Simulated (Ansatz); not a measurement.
**Bands of SiSn2**

```
Si Sn
1.0
     0.00000    3.41483    3.41483
     3.41483    0.00000    3.41483
     3.41483    3.41483    0.00000
Si Sn
1 2
Direct
  0.00000 0.00000 0.00000
  0.25000 0.25000 0.25000
  0.75000 0.75000 0.75000
```

Atom numbers follow the list: Si1, Sn2, Sn3.

The structure comes from a relaxation in the same program, started in the fluorite type, and has space group Fm-3m. Whether it is a known phase or the ground state wasn't checked.

Spin–orbit coupling is left out, though it moves levels of the heavy atoms by tenths of an eV or more.

Computed with Ansatz 0.2.0, DFT, PBE, all-electron LAPW, scalar-relativistic.

Sampling and basis: a Γ-centred 10×10×10 k mesh, Fermi–Dirac smearing of 0.05 eV, basis error target 1 meV/atom, no spin polarisation.

Points in fractions of the reciprocal vectors of this cell: Γ (0, 0, 0), X (0.5, 0, 0.5), U (0.625, 0.25, 0.625), K (0.375, 0.375, 0.75), L (0.5, 0.5, 0.5), W (0.5, 0.25, 0.75). The path joins them by straight lines in the order Γ–X–U–K–Γ–L–W–X; legs that retrace an earlier one aren't tabulated. Energies are in eV from the Fermi level.

Problem. List the levels at K between -20 and 3 eV.

Solution. -8.28, -7.91, -6.79, -3.52, -3.01, 0.45, 1.48, 2.67.

Problem. List the levels at W between -20 and 3 eV.

Solution. -8.01, -7.52 (×2), -4.45, -0.64 (×2), 0.77, 1.97.

Problem. List the levels at L between -20 and 3 eV.

Solution. -9.38, -8.13, -4.23, -2.30 (×2), -0.22 (×2), 0.39.

Problem. What is the band gap?

Solution. none: bands cross the Fermi level, a metal.
